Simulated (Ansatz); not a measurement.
Sb (body-centred tetragonal, space group No. 139) under volume change, LDA (plane waves, PAW; program Ansatz), shape and atoms relaxed at each volume.

```
V (Å³/atom)  E − E(relaxed) (meV/atom)  P (GPa)
-----------  -------------------------  -------
23.705                             [?]      [?]
24.487                            20.5     4.49
25.268                             4.8     2.03
26.050                             0.0    -0.01
26.831                             [?]      [?]
27.613                            16.5    -3.20
28.394                            34.2    -4.24
```

What belongs in the gaps?


- 26.831, E − E(relaxed) (meV/atom): 4.3
- 26.831, P (GPa): -1.72
- 23.705, E − E(relaxed) (meV/atom): 50.0
- 23.705, P (GPa): 7.23

What does a third-order Birch–Murnaghan fit give for V₀, B₀ and B′?

V₀ = 26.05 Å³/atom, B₀ = 61.5 GPa, B′ = 4.8.

Space group I4/mmm (body-centred tetragonal). The workflow started from an entry of the Crystallography Open Database (COD), which files this formula under 5 space groups. It is not the phase usual at ambient conditions (space group No. 166). The LDA relaxation kept the symmetry of its start. At this level the phase is mechanically unstable. The volume moved by 16 % from the start of the relaxation. Scalar-relativistic: spin–orbit coupling is off unless named, which matters more the heavier the elements.

Potentials: the later of the program's two PAW sets.
